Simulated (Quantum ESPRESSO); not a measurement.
Band energies of AgI

```
CELL_PARAMETERS angstrom
      4.39239     0.00000     0.00000
      0.00000     4.39239     0.00000
      0.00000     0.00000     6.21913
ATOMIC_POSITIONS crystal
  Ag 0.00000 0.00000 0.00000
  Ag 0.50000 0.50000 0.00000
  I  0.00000 0.50000 0.69967
  I  0.50000 0.00000 0.30033
```

PBEsol (pw.x of Quantum ESPRESSO, ONCV potentials, no spin-orbit coupling); path ΓXMΓZRAZ,XR,MA; energies in eV from the valence-band maximum.

```
k (1/Å)  point  band 22  band 23  band 24  band 25  band 26  band 27  band 28  band 29
-------  -----  -------  -------  -------  -------  -------  -------  -------  -------
0.00         Γ    -1.94    -1.94    -0.98     0.00     0.00     1.11     3.74     4.09
0.48              -2.93    -1.47    -1.30    -1.22    -0.35     2.86     3.70     4.27
0.72         X    -3.26    -1.66    -1.66    -0.76    -0.76     3.58     3.58     4.88
1.07              -2.71    -1.72    -1.72    -1.40    -1.40     3.20     3.20     4.42
1.43         M    -1.99    -1.96    -1.96    -1.96    -1.96     2.98     2.98     3.01
1.63              -2.18    -1.94    -1.71    -1.69    -1.67     2.86     3.08     3.36
2.14              -2.40    -1.87    -0.84    -0.80    -0.37     2.18     3.70     4.12
2.44         Γ    -1.94    -1.94    -0.98     0.00     0.00     1.11     3.74     4.09
2.69              -1.73    -1.73    -1.33    -0.32    -0.32     1.93     3.90     4.14
2.95         Z    -1.57    -1.36    -1.36    -0.79    -0.79     3.06     3.89     4.27
3.25              -2.31    -1.20    -1.03    -0.83    -0.74     2.81     3.39     5.01
3.66         R    -3.27    -0.71    -0.71    -0.68    -0.68     2.24     2.24     5.98
4.17              -2.89    -2.24    -2.24    -1.24    -1.24     3.94     3.94     4.83
4.38         A    -2.80    -2.43    -2.43    -1.57    -1.57     4.52     4.52     4.68
4.65              -3.01    -2.36    -1.65    -1.54    -0.83     3.51     4.05     4.44
5.11              -1.90    -1.40    -1.26    -1.18    -0.48     2.93     4.20     4.75
5.39         Z    -1.57    -1.36    -1.36    -0.79    -0.79     3.06     3.89     4.27
5.39         X    -3.26    -1.66    -1.66    -0.76    -0.76     3.58     3.58     4.88
5.49              -3.27    -1.57    -1.57    -0.75    -0.75     3.41     3.41     5.00
5.89         R    -3.27    -0.71    -0.71    -0.68    -0.68     2.24     2.24     5.98
5.89         M    -1.99    -1.96    -1.96    -1.96    -1.96     2.98     2.98     3.01
6.40         A    -2.80    -2.43    -2.43    -1.57    -1.57     4.52     4.52     4.68
```

The PBEsol gap is direct, 1.11 eV at Γ.

Spin-orbit coupling is left out, which matters for elements this heavy: edges can move by tenths of an eV.

Geometry relaxed with PBE+D3(BJ).

This is not the ordinary phase of the substance; no match was found in the copy of COD used, and its stability was not checked.
